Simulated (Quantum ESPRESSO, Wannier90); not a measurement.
# In2SbAs (R3m): Wannier90 run

```yaml
crystal:
  lattice:
    - [-2.26984, 3.93147, 0.00000]
    - [-4.53967, 0.00000, 0.00000]
    - [-2.26984, 1.31049, 7.40137]
  atoms:
    - { symbol: In, position: [0.99508, 0.99508, 0.01475] }
    - { symbol: In, position: [0.50486, 0.50486, 0.48542] }
    - { symbol: Sb, position: [0.37531, 0.37531, 0.87407] }
    - { symbol: As, position: [0.87473, 0.87473, 0.37580] }
```

Materials Project entry mp-1223844; symmetrised, unrelaxed at this level. Not found in the COD (Crystallography Open Database) copy used; not checked further. Method: PBEsol plane waves in Quantum ESPRESSO 7.5 (PseudoDojo norm-conserving files, 68 Ry, no spin polarisation, no spin-orbit coupling), Bloch states on a 6×6×6 mesh through Γ, Wannier90 4.0.1. Density: 8×8×8 mesh, cold smearing 0.01 Ry. Spin-orbit coupling is left out although heavy elements are present.

Valence charges of the files: In 13, Sb 15, As 15. 46 bands were computed.

Isolated groups of bands, relative to the Fermi level (bands from 23 on overlap up to the last one computed):

```csv
bands,from (eV),to (eV),filling,weight on atomic waves
1–5,-35.40,-35.39,filled,As 3d 100 %
6–10,-28.38,-28.36,filled,Sb 4d 100 %
11–20,-14.64,-14.29,filled,In 4d 99 %
21–22,-11.21,-8.67,filled,"As 4s 34 %, Sb 5s 31 %, In 5p 20 %"
```

Wanted is a model with the orbitals In s p, Sb s p, As s p, without the filled groups that are mainly made of other shells (semicore states, and anion s where it isn't named); all higher bands stay in for disentanglement.

Give num_wann, exclude_bands and num_bands, and the number of electrons that the model holds.

Electrons: 2×13 + 1×15 + 1×15 = 56, or 28.0 bands' worth; no gap over 0.05 eV opens at the Fermi level at this level of theory.
num_wann = 2×4 + 1×4 + 1×4 = 16.
exclude_bands = 1-20, 20 bands, so num_bands = 46 − 20 = 26.
The model holds 56 − 2×20 = 16 electrons. With the window frozen to 1.50 eV it follows pw.x to 5.3 meV rms (states up to 1.0 eV relative to the Fermi level).
